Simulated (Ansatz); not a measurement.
One crystal and one scan (energy over volume and axial ratio) at two levels, PBE (plane waves to 420 eV, PAW, scalar-relativistic; Ansatz, a program for electronic structure) and r2SCAN (plane waves to 500 eV, PAW, scalar-relativistic; Ansatz), each from its own relaxed cell and on its own mesh.

The crystal is BaTiO3 (tetragonal-perovskite type, space group P4mm); volume and axial ratio are varied about the relaxed values (subscript 0).

E stands for the smeared free energy. BaTiO3 is run without spin polarisation. BaTiO3 was relaxed with its symmetry unable to fall. As the atoms are clamped, bonds stretch with the cell, which overstates energies and stresses. Both scans cover V/V₀ from 0.960 to 1.040 and (c/a)/(c/a)₀ from 0.960 to 1.040.

| quantity | run 1 | run 2 |
|---|---|---|
| Lattice constant a (Å) | 3.972 | 3.985 |
| Lattice constant c (Å) | 4.113 | 4.201 |
| Relaxed volume (Å³/atom) | 12.98 | 13.35 |
| Band gap of the relaxed cell, no spin-orbit coupling (eV) | 2.23 | 1.84 |
| Modulus against c/a change at fixed volume, (3/4V)·∂²E/∂(ln c/a)² (fit, atoms clamped) (GPa) | 98 | 85 |

Problem. Which run is which level?

Solution. Run 2 is PBE, run 1 is r2SCAN. PBE gives the higher value for: lattice constant a; lattice constant c; relaxed volume. PBE gives the lower value for: band gap of the relaxed cell, no spin-orbit coupling; modulus against c/a change at fixed volume. Neither level is exact: the differences show how much the result hangs on the functional.

(Under strain, the slope of the energy per volume gives the stress and its curvature an elastic modulus.)
